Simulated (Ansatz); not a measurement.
Solid Cl2: from lattice energy to sublimation

Level of theory: DFT PBE+D3(BJ), scalar-relativistic, plane waves, PAW (Ansatz 0.2.0).

Settings: cutoff 420 eV, Γ-centred mesh 6×6×4 on the computed 4-atom cell, Gaussian smearing of 0.02 eV; no spin polarisation.

Space group Cmce (No. 64). a = 6.592 Å, b = 4.067 Å, c = 8.095 Å, α = 90.00°, β = 90.00°, γ = 90.00°
```tsv
atom	site	symmetry	x	y	z
Cl	8f	m..	0.5000	0.6251	0.1087
```

The relaxed cell holds 2 Cl2 at 54.3 Å³ each. Per molecule the crystal lies 0.3696 eV below the molecule frozen in its crystal shape, and that shape lies 0.0075 eV above the relaxed free molecule.

**Question.** Put the lattice energy together, estimate the enthalpy of sublimation and the cohesive energy density, and say what binds the crystal.

**Answer.** E_latt = −0.3696 + 0.0075 = -0.3621 eV = -34.9 kJ/mol: the molecule pays 2.0 % of its binding as strain. For rigid molecules with classical lattice modes the gas has 5/2 RT of translation and rotation plus RT of pV, the crystal 5 RT in its lattice modes, so ΔH_sub ≈ −E_latt − (3/2)RT = 34.9 − 3.7 = 31.2 kJ/mol at 298 K (a solid that melts lower is measured colder, with a smaller RT term). The cohesive energy density is −E_latt per molar volume, 34.9 kJ/mol / 32.7 cm³/mol = 1069 MPa, and its root, 33 MPa^½, is the solid's counterpart of a solubility parameter (the liquid's is smaller). The D3 term adds -0.297 eV between molecules, 80 % of the binding at this geometry. The share depends on the functional that the correction is paired with. The Kohn–Sham gap is 2.95 eV in the free molecule, 2.78 eV in the molecule frozen in its crystal shape and 2.19 eV on the crystal's mesh. The change of shape alone narrows it by 0.16 eV. From the frozen molecule to the crystal it shows a narrowing, by band width and the neighbours' field; the polarisation that lowers true ionisation gaps in solids isn't in these levels.

Quantum lattice modes, thermal expansion and changes of the internal vibrations are left out, each worth up to a few kJ/mol.

Cost: 3 runs of about 0.7 core-minutes in all, on Intel Xeon Platinum 8488C (Sapphire Rapids) (shared hosts).